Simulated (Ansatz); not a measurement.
Relaxation of a relaxed Si2W cell displaced along its unstable phonon at q = Γ (124i cm⁻¹), largest move 0.15 Å; 3 atoms in the cell, which starts as P6mm (No. 183), hP3; a = b = 4.298 Å, c = 2.575 Å, α = β = 90.00°, γ = 120.00°. Method: r2SCAN (plane waves to 500 eV, PAW, scalar-relativistic; Ansatz, an electronic-structure program). Γ-centred k-mesh 9×9×13 on the run's cell (coarser than for final values), Fermi–Dirac smearing 0.05 eV. This is the first round of the run. 

The optimiser's lines from the output (shortened; P is positive under compression):

```
relax step   1: F+E_penalty+E_count = -11675.15847807 eV  Δ(F+E_penalty+E_count) = +0.000e0 eV  max|allowed force component| = 4.278e-1 eV/Å  Δτ_max = 0.0000 Å  P = +0.965 GPa  Ω = 41.199 Å³  (7 SCF iters, dr2 threshold 1.00e-7 eV, accepted)
relax step   2: F+E_penalty+E_count = -11675.20983018 eV  Δ(F+E_penalty+E_count) = -5.135e-2 eV  max|allowed force component| = 5.335e-1 eV/Å  Δτ_max = 0.0651 Å  P = +0.026 GPa  Ω = 41.683 Å³  (6 SCF iters, dr2 threshold 3.00e-7 eV, accepted)
relax step   3: F+E_penalty+E_count = -11675.27001466 eV  Δ(F+E_penalty+E_count) = -6.018e-2 eV  max|allowed force component| = 3.456e-1 eV/Å  Δτ_max = 0.0851 Å  P = +0.697 GPa  Ω = 42.117 Å³  (7 SCF iters, dr2 threshold 3.00e-7 eV, accepted)
relax step   4: F+E_penalty+E_count = -11675.22539560 eV  Δ(F+E_penalty+E_count) = +4.462e-2 eV  max|allowed force component| = 4.896e-1 eV/Å  Δτ_max = 0.1972 Å  P = -1.065 GPa  Ω = 44.213 Å³  (8 SCF iters, dr2 threshold 3.00e-7 eV, rejected (line search))
relax step   5: F+E_penalty+E_count = -11675.28701826 eV  Δ(F+E_penalty+E_count) = -1.700e-2 eV  max|allowed force component| = 2.563e-2 eV/Å  Δτ_max = 0.0887 Å  P = -1.366 GPa  Ω = 43.287 Å³  (10 SCF iters, accepted)
relax step   6: F+E_penalty+E_count = -11675.28955539 eV  Δ(F+E_penalty+E_count) = -2.537e-3 eV  max|allowed force component| = 2.977e-2 eV/Å  Δτ_max = 0.0138 Å  P = +0.399 GPa  Ω = 42.770 Å³  (6 SCF iters, dr2 threshold 3.00e-7 eV, accepted)
relax step   7: F+E_penalty+E_count = -11675.28977636 eV  Δ(F+E_penalty+E_count) = -2.210e-4 eV  max|allowed force component| = 9.537e-4 eV/Å  Δτ_max = 0.0049 Å  P = -0.052 GPa  Ω = 42.823 Å³  (5 SCF iters, dr2 threshold 3.00e-7 eV, accepted)
relax step   8: F+E_penalty+E_count = -11675.28978530 eV  Δ(F+E_penalty+E_count) = -8.945e-6 eV  max|allowed force component| = 1.960e-4 eV/Å  Δτ_max = 0.0001 Å  P = -0.001 GPa  Ω = 42.814 Å³  (4 SCF iters, dr2 threshold 4.83e-8 eV, accepted)
relax step   9: F+E_penalty+E_count = -11675.29018566 eV  Δ(F+E_penalty+E_count) = -4.004e-4 eV  max|allowed force component| = 1.552e-4 eV/Å  Δτ_max = 0.0000 Å  P = +0.000 GPa  Ω = 42.814 Å³  stress off target by 4.42e-3 GPa  SCF on the basis re-selected at this cell (its energy is not comparable with the rows above)  (6 SCF iters)
```

From the first to the last row the energy changes by -0.04 eV/atom and the volume by +3.9 %. The last row is marked as not comparable with the walk above it, whose basis was carried along; it does compare with step 1, since both stand on a basis selected at the nominal cutoff for their own cell.

Step 4 was rejected by the optimiser.

Later rounds, restarted from the end of this one on a renewed k-mesh, logged 10 more steps and released under 0.01 eV/atom more. The final structure after all rounds: P6mm (No. 183), hP3; a = b = 4.344 Å, c = 2.620 Å, α = β = 90.00°, γ = 120.00°. Between re-selections the logged energies stand on a plane-wave basis carried along with the cell. No spin polarisation in the result.

The run could not lose the symmetry of its start: the end is stationary, and may be a saddle point rather than a minimum.

The relaxed structure here is a generated cell of Si2W: the first start was made by placing the elements on the sites of a structure type, and the end was not matched to a known phase here, so it may be hypothetical. Known forms of Si2W include space group No. 139.
